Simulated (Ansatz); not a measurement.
## Computed frozen-phonon scan: Mg (hcp, Mg type)

Relaxed Mg (hcp, Mg type):

```
Mg
1.0
    3.17305     0.00000     0.00000
   -1.58653     2.74794     0.00000
    0.00000     0.00000     5.18267
Mg
2
Direct
  0.33333   0.66667   0.75000
  0.66667   0.33333   0.25000
```

The atoms are displaced by Q × the pattern below (from a DFPT mode at Γ, largest move 1; Q in Å), at fixed cell.

```
atom      x      y       z
----  -----  -----  ------
Mg1   0.000  0.000  -1.000
Mg2   0.000  0.000   1.000
```

These are r2SCAN (plane waves to 500 eV, PAW, scalar-relativistic; Ansatz, a first-principles code) values and carry that method's errors. k mesh 17×17×9 (Γ-centred), Fermi-Dirac smearing 0.05 eV. E stands for the smeared free energy. Stress and pressure are positive under compression. With partly filled bands, energies and forces of such displacements shift with the k mesh and the smearing. Mg was relaxed with its symmetry unable to fall. The zero of ΔE is the undisplaced structure.

| Q (Å) | ΔE (eV/cell) | −dE/dQ from forces (eV/Å) | P (GPa) |
|---|---|---|---|
| -0.100 | 0.061 | 1.251 | 0.6 |
| -0.083 | 0.042 | 1.031 | 0.4 |
| -0.067 | 0.027 | 0.817 | 0.3 |
| -0.050 | 0.015 | 0.607 | 0.1 |
| -0.033 | 0.007 | 0.402 | 0.1 |
| -0.017 | 0.002 | 0.200 | 0.0 |
| 0.000 | 0.000 | 0.000 | 0.0 |
| 0.017 | 0.002 | -0.200 | 0.0 |
| 0.033 | 0.007 | -0.402 | 0.1 |
| 0.050 | 0.015 | -0.607 | 0.1 |
| 0.067 | 0.027 | -0.817 | 0.3 |
| 0.083 | 0.042 | -1.031 | 0.4 |
| 0.100 | 0.061 | -1.251 | 0.6 |

What the scan shows:

Energy at Q = 0.100 Å: 61 meV/cell
Space group of the distorted cell: P-3m1 (No. 164), lowered from P6_3/mmc
Symmetry of the curve: even: the same for both signs
Shape of the curve: a single well with its minimum at or next to zero displacement
Harmonic wavenumber from the curvature (finite differences): 259 cm⁻¹

(For displaced atoms, the force is minus the slope of the energy, and its curvature is a force constant, which sets phonon frequencies.)
